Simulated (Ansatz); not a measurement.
NbCuN$_{2}$ (R-3m), relaxed with r²SCAN (Ansatz, a quantum-chemistry and plane-wave program, plane waves, PAW): a = 3.1447 Å, b = 3.1447 Å, c = 17.3500 Å, α = 90.00°, β = 90.00°, γ = 120.00°.

gap (eV): 0.46
ΔH_f (eV/atom): -0.57
B₀ by P(V) fit (GPa): 208
electron conductivity mass (mₑ): 0.30

Q: The same phase is relaxed and computed with PBE in the same code. What are the cell and these values now?

A: a = 3.1535 Å, b = 3.1535 Å, c = 17.4852 Å, α = 90.00°, β = 90.00°, γ = 120.00°.

- gap (eV): 0.24
- ΔH_f (eV/atom): -0.41
- B₀ by P(V) fit (GPa): 193
- electron conductivity mass (mₑ): 0.28

Typed or built starts, not in the databases checked: NbCuN2, R-3m (Nb on 3b, Cu on 3a, N on 6c). Began spin-polarised and lost the moments: NbCuN2, R-3m (Nb on 3b, Cu on 3a, N on 6c) with r²SCAN; NbCuN2, R-3m (Nb on 3b, Cu on 3a, N on 6c) with PBE. All cells were relaxed under the symmetry of their starts (and spin orders); stability against distortions was not tested throughout. Scalar-relativistic: spin–orbit coupling is off unless named, which matters more the heavier the elements.

Potentials: the later of the program's two PAW sets.

Ansatz is a plane-wave DFT program.

Formation energies count from the lowest solids of the elements computed at the same level, not from gases.
